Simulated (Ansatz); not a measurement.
## Relaxing an invented Ga2H3 structure

Theory: Ansatz, DFT PBE, scalar-relativistic, plane waves, PAW. Cutoff 420 eV, Gaussian smearing, Γ-centred meshes. Cell and atoms relax first on a coarse mesh and then on a finer one. In between, the cell is made exact in the group found at 0.06 Å. In metals the finer mesh still leaves noise of several meV/atom or more. The steps can't lower the symmetry of their start. No spin polarisation.

Recipe of this trial structure of Ga2H3: random cell by space group and Wyckoff sites (Pm-3m, No. 221). Its size is a rough estimate.

```
Ga H
1.0
     3.66148    0.00000    0.00000
     0.00000    3.66148    0.00000
     0.00000    0.00000    3.66148
Ga H
2 3
Direct
  0.50000 0.50000 0.50000
  0.00000 0.00000 0.00000
  0.00000 0.50000 0.50000
  0.50000 0.00000 0.50000
  0.50000 0.50000 0.00000
```

The zero of energy is the elements' standard structures at the same level (H₂ as a molecule); no fitted shifts are applied.

Problem. Which structure results?

Solution. The symmetry stays Pm-3m (No. 221). The volume per atom grows by 12.4 %, from 9.8 to 11.0 Å³. The shortest distance goes from 1.83 Å (Ga–H) to 1.90 Å (Ga–H). Conventional cell: a = 3.807 Å. Ga on its first site is surrounded by 6 H at 1.90 Å; Ga on its second site is surrounded by 12 H at 2.69 Å (long contacts); around H lie 2 Ga at 1.90 Å, 4 Ga at 2.69 Å and 8 H at 2.69 Å.

```
CELL_PARAMETERS angstrom
3.80726 0.00000 0.00000
0.00000 3.80726 0.00000
0.00000 0.00000 3.80726
ATOMIC_POSITIONS crystal
Ga 0.50000 0.50000 0.50000
Ga 0.00000 0.00000 0.00000
H 0.00000 0.50000 0.50000
H 0.50000 0.00000 0.50000
H 0.50000 0.50000 0.00000
```

Problem. Give its energy and gap.

Solution. The energy over the elements is +0.38 eV/atom and the gap on the 10×10×10 mesh of the 5-atom cell is 0 eV (a metal).

It can't be a ground state, since the elements alone are lower.

The last run used Gaussian smearing of 0.10 eV. The cell is a metal run without spin; a magnetic state may lie lower. With hydrogen, zero-point motion can shift formation energies by some tens of meV/atom. Symmetry constrained the relaxation, so the result can be a saddle point.
